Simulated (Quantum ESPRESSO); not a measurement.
**Band energies of SrO**

```xyz
2
Lattice="0.0000 2.5595 2.5595 2.5595 0.0000 2.5595 2.5595 2.5595 0.0000" Properties=species:S:1:pos:R:3 pbc="T T T"
O      0.0000     0.0000     0.0000
Sr     2.5595     2.5595     2.5595
```

norm-conserving PBEsol (Quantum ESPRESSO, 84 Ry, scalar-relativistic); path ΓXWKΓLUWLK,UX; energies in eV from the valence-band maximum.

| k (1/Å) | point | band 4 | band 5 | band 6 | band 7 | band 8 | band 9 | band 10 | band 11 |
|---|---|---|---|---|---|---|---|---|---|
| 0.00 | Γ | -13.76 | -13.76 | 0.00 | 0.00 | 0.00 | 3.96 | 6.25 | 6.25 |
| 0.45 |  | -13.88 | -13.23 | -1.18 | -0.11 | -0.11 | 4.97 | 5.29 | 7.59 |
| 0.89 |  | -14.09 | -13.84 | -0.94 | -0.11 | -0.11 | 3.55 | 7.16 | 9.94 |
| 1.23 | X | -14.16 | -14.16 | -0.39 | -0.07 | -0.07 | 3.20 | 7.92 | 10.29 |
| 1.35 |  | -14.18 | -14.01 | -0.39 | -0.18 | -0.10 | 3.35 | 8.02 | 9.76 |
| 1.84 | W | -14.49 | -13.19 | -1.14 | -0.41 | -0.41 | 6.01 | 6.01 | 8.76 |
| 2.28 | K | -14.05 | -13.38 | -0.96 | -0.57 | -0.44 | 4.75 | 7.92 | 8.88 |
| 2.68 |  | -13.87 | -12.87 | -1.71 | -1.03 | -0.43 | 6.25 | 6.90 | 8.49 |
| 3.08 |  | -13.77 | -13.06 | -1.23 | -0.69 | -0.20 | 5.74 | 5.80 | 6.98 |
| 3.48 |  | -13.76 | -13.70 | -0.09 | -0.04 | -0.01 | 4.07 | 6.20 | 6.28 |
| 3.58 | Γ | -13.76 | -13.76 | 0.00 | 0.00 | 0.00 | 3.96 | 6.25 | 6.25 |
| 3.90 |  | -13.78 | -13.35 | -0.63 | -0.28 | -0.28 | 4.94 | 6.03 | 6.69 |
| 4.43 |  | -13.84 | -12.64 | -2.06 | -1.06 | -1.06 | 6.41 | 7.93 | 8.63 |
| 4.64 | L | -13.85 | -12.57 | -2.22 | -1.15 | -1.15 | 6.58 | 8.37 | 8.97 |
| 4.85 |  | -13.88 | -12.68 | -2.03 | -1.08 | -1.04 | 6.54 | 7.60 | 9.09 |
| 5.28 |  | -14.02 | -13.25 | -1.15 | -0.68 | -0.49 | 5.16 | 7.59 | 9.06 |
| 5.39 | U | -14.05 | -13.38 | -0.96 | -0.57 | -0.44 | 4.75 | 7.92 | 8.88 |
| 5.72 |  | -14.39 | -13.21 | -1.12 | -0.42 | -0.42 | 5.48 | 6.59 | 8.77 |
| 5.83 | W | -14.49 | -13.19 | -1.14 | -0.41 | -0.41 | 6.01 | 6.01 | 8.76 |
| 6.09 |  | -14.23 | -13.10 | -1.31 | -0.62 | -0.56 | 6.17 | 6.26 | 9.06 |
| 6.43 |  | -13.90 | -12.73 | -1.95 | -1.04 | -0.99 | 6.52 | 7.39 | 9.17 |
| 6.69 | L | -13.85 | -12.57 | -2.22 | -1.15 | -1.15 | 6.58 | 8.37 | 8.97 |
| 6.78 |  | -13.85 | -12.59 | -2.19 | -1.14 | -1.13 | 6.58 | 8.16 | 8.99 |
| 7.11 |  | -13.94 | -12.94 | -1.62 | -0.91 | -0.78 | 6.10 | 7.18 | 9.41 |
| 7.45 | K | -14.05 | -13.38 | -0.96 | -0.57 | -0.44 | 4.75 | 7.92 | 8.88 |
| 7.45 | U | -14.05 | -13.38 | -0.96 | -0.57 | -0.44 | 4.75 | 7.92 | 8.88 |
| 7.88 | X | -14.16 | -14.16 | -0.39 | -0.07 | -0.07 | 3.20 | 7.92 | 10.29 |

The PBEsol gap is indirect, 3.20 eV, from Γ to X; the smallest direct gap is 3.27 eV.

Geometry relaxed with PBEsol.
